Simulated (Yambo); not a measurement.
Material: AlPO$_{4}$ (space group P6_3mc, No. 186); a = 5.2860 Å, b = 5.2860 Å, c = 8.6294 Å, α = 90.00°, β = 90.00°, γ = 120.00° (12 atoms in the cell). The geometry is that of Materials Project entry mp-545974, symmetrised and not relaxed again.

With LDA (Quantum ESPRESSO, PseudoDojo norm-conserving, 84 Ry, without SOC), the gap between the mesh's edge points (Γ → Γ) is 5.344 eV.

Question: What does a G0W0 run in Yambo give for it (3×3×1 Γ-centred k mesh, 297 bands and a 7 Ry block in the screening, 297 bands in G with the Bruneval-Gonze terminator, plasmon pole fitted at 27.2 eV)?

Answer: The correction is 3.215 eV, giving 8.559 eV, 1.6 times the LDA value.  Nearest settings tried, and what they do to the gap: 230 bands in W, 230 bands in G: -1 meV; 6 Ry block (361 vectors against 451): -55 meV; 3×3×2 mesh: +4 meV. So the settings aren't converged at that level.
